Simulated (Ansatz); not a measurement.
The relaxed structure here is a generated cell of Pt: the first start was made by placing the elements on the sites of a structure type, and the end was not matched to a known phase here, so it may be hypothetical. Known forms of Pt include space group No. 225.

A relaxed cell of Pt (P6/mmm (No. 191)), relaxed on a k-mesh at least as fine as the one used below. Method: PBE (plane waves to 420 eV, PAW, scalar-relativistic; Ansatz, a first-principles code). Γ-centred k-mesh 4×8×12 on the run's cell (coarser than for final values), Fermi–Dirac smearing 0.05 eV.

```
Pt
1.0
    9.06147     0.00000     0.00000
   -2.26537     3.92373     0.00000
    0.00000     0.00000     2.70353
Pt
6
Direct
  0.00000   0.00000   0.00000
  0.50000   0.00000   0.00000
  0.16667   0.66667   0.50000
  0.66667   0.66667   0.50000
  0.33333   0.33333   0.50000
  0.83333   0.33333   0.50000
```

Every atom was then displaced, and the forces became (eV/Å):

```json
[
 {"atom": "Pt1", "Fx": "0.90", "Fy": "-0.69", "Fz": "0.13"},
 {"atom": "Pt2", "Fx": "-2.33", "Fy": "-0.22", "Fz": "0.14"},
 {"atom": "Pt3", "Fx": "0.10", "Fy": "1.26", "Fz": "-0.07"},
 {"atom": "Pt4", "Fx": "1.85", "Fy": "-2.28", "Fz": "-0.09"},
 {"atom": "Pt5", "Fx": "-1.08", "Fy": "-1.48", "Fz": "-0.01"},
 {"atom": "Pt6", "Fx": "0.57", "Fy": "3.40", "Fz": "-0.10"}
]
```

Task: Which atom was moved farthest relative to the others, and in which direction?

Result: Pt2, by (0.20, 0.10, -0.04) Å (0.23 Å, mean shift removed); the next is Pt6 with 0.13 Å. Its force makes an angle of 158° with its move.

All displacements (Å):

```csv
atom,ux,uy,uz
Pt1,-0.091,0.112,0.027
Pt2,0.199,0.160,0.025
Pt3,-0.031,-0.051,0.099
Pt4,-0.114,0.120,0.065
Pt5,0.059,0.082,0.105
Pt6,-0.028,-0.067,0.044
```

Task: Estimate the energy cost of the displacement in the harmonic approximation and compare with the calculation.

Result: For a harmonic well ΔE = −½ Σ F·u = 0.824 eV a cell, or 137 meV/atom. The calculated energy relative to the undisplaced cell is +0.12 eV/atom, so the harmonic estimate holds well.

The undisplaced cell is probably no minimum: from this displacement the run went on to I4/mmm (No. 139), 0.14 eV/atom below it.

No spin polarisation in the result.
